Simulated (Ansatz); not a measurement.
Y:
```cif
data_Y2
_chemical_formula_sum 'Y2'
_space_group_name_H-M_alt 'P63/mmc'
_space_group_IT_number 194
_space_group_name_Hall '-P 6c 2c'
_cell_length_a 3.59953
_cell_length_b 3.59953
_cell_length_c 5.57923
_cell_angle_alpha 90.000
_cell_angle_beta 90.000
_cell_angle_gamma 120.000
loop_
_atom_site_label
_atom_site_type_symbol
_atom_site_symmetry_multiplicity
_atom_site_Wyckoff_symbol
_atom_site_fract_x
_atom_site_fract_y
_atom_site_fract_z
_atom_site_occupancy
Y1 Y 2 c 0.33333 0.66667 0.25000 1
```

Relaxed at zero pressure with plane-wave PAW PBEsol (Ansatz code).

Problem. The volume is lowered by 9 % and shape and atoms relax at that volume. What pressure results, and how do the axes share the change?

Solution. 4.6 GPa; a -3.3 %, b -3.3 %, c -2.7 %; the energy rises by 38 meV/atom.

Problem. Give the new structure.

Solution. 
Space group P6₃/mmc (No. 194); a = b = 3.482 Å, c = 5.427 Å, α = β = 90.00°, γ = 120.00°

| atom | site | symmetry | x | y | z |
|---|---|---|---|---|---|
| Y | 2c | -6m2 | 0.3333 | 0.6667 | 0.2500 |

The phase is kept; no other phase was compared at this pressure.

Space group P6_3/mmc (hcp (Mg type)). The PBEsol relaxation kept the symmetry of its start; phonons on a q-mesh show no instability. The workflow began spin-polarised and lost its moments. Axis ratios of metals converge slowly with the k-mesh, so a and c are less sure than the volume.

Potentials: the earlier of the program's two PAW sets.
